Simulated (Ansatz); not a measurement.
BP:
```xyz
2
Lattice="0.0000 2.2742 2.2742 2.2742 0.0000 2.2742 2.2742 2.2742 0.0000" Properties=species:S:1:pos:R:3 pbc="T T T"
B      1.1371     1.1371     1.1371
P      2.2742     2.2742     2.2742
```

Relaxed with PBE. Special points in fractions of this cell's reciprocal vectors: Γ (0.000, 0.000, 0.000); X (0.500, 0.000, 0.500); U (0.625, 0.250, 0.625); K (0.375, 0.375, 0.750); L (0.500, 0.500, 0.500); W (0.500, 0.250, 0.750).

Task: List the band energies nearest the valence-band maximum at these points for plane-wave PAW PBE (Ansatz code).

Result: In eV from the valence-band maximum; about four levels below and three above (degenerate sets whole), none deeper than 8.9 eV; … stands for higher levels left out; points with the same levels are listed once.

| k | below | above |
|---|---|---|
| Γ | 0.00 0.00 0.00 | 3.39 3.39 3.39 |
| X | -8.55 -4.09 -4.09 | 1.35 1.67 … |
| U | -8.13 -6.18 -3.48 | 2.16 5.98 9.67 |
| L | -1.75 -1.75 | 3.74 4.70 4.70 |
| W | -8.03 -5.63 -5.43 | 5.33 6.74 7.19 |

Space group F-43m (zinc blende). Symmetry was held in the PBE relaxation. The volume moved by 18 % from the start of the relaxation.

Potentials: the later of the program's two PAW sets.
